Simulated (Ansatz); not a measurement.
In PBE (plane waves, PAW; program Ansatz), ZrTa in the L1₀ or tetragonal B2 structure (P4/mmm) relaxes to a = 2.918 Å, c = 4.827 Å. Its formation energy from the elements is 0.21 eV/atom, with no fitted shifts.

Electronic character: metallic (no gap). Gap from PBE with spin–orbit coupling: none (metallic).

An equation-of-state fit gives a bulk modulus of 128 GPa.

The start of the workflow was typed in or built on a structure type; neither database checked (COD, Materials Project) lists it. Whether it is the stable phase at ambient conditions was not checked. Symmetry was held in the PBE relaxation; whether a distortion lowers the energy is not shown. No spin polarisation was allowed. Its formation energy is positive at this level, so the cell may be metastable or incomplete. Axis ratios of metals converge slowly with the k-mesh, so a and c are less sure than the volume. The references are the lowest solids computed at this level, not always the standard phases. Scalar-relativistic: spin–orbit coupling is off unless named, which matters more the heavier the elements.

Potentials: the later of the program's two PAW sets.
